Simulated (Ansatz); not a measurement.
Structures of Zn₂As: which is lowest?

Plane-wave DFT in Ansatz with scalar-relativistic PAW potentials, cutoff 500 eV, Γ-centred meshes chosen by cell and gap, Gaussian smearing with energies taken to zero width. Every cell was relaxed (cell and atoms) in a run of its own, within the symmetry of its start. Functional: r2SCAN.

Relaxed structures (starts from databases or built by putting these elements on another compound's sites):
A. I4/mmm, 3 atoms in the computed cell, a = 3.656 Å, c = 7.676 Å; sites (symmetry × multiplicity) Zn 4mm × 4, As 4/mmm × 2; start: built
B. Fd-3m, 6 atoms in the computed cell, a = 7.334 Å; sites (symmetry × multiplicity) Zn .-3m × 16, As -43m × 8; start: built

Question: Rank them by energy. Could pressure change the order?

Answer:
```tsv
structure	group	E − E(lowest) (meV/atom)	V (Å³/atom)	gap on mesh (eV)
A	I4/mmm	0.0	17.10	0.00
B	Fd-3m	110	16.44	0.00
```

A is lowest, 110 meV/atom under B. B is denser by 0.66 Å³/atom, so pressure favours it: ΔE/ΔV, with ΔE in eV and 1 eV/Å³ = 160.2 GPa, gives about 26 GPa for equal enthalpy if both cells were rigid; at such pressures compression changes ΔV much, so this is a scale only. Other structures may lie lower than all of these, and vibrations aren't counted.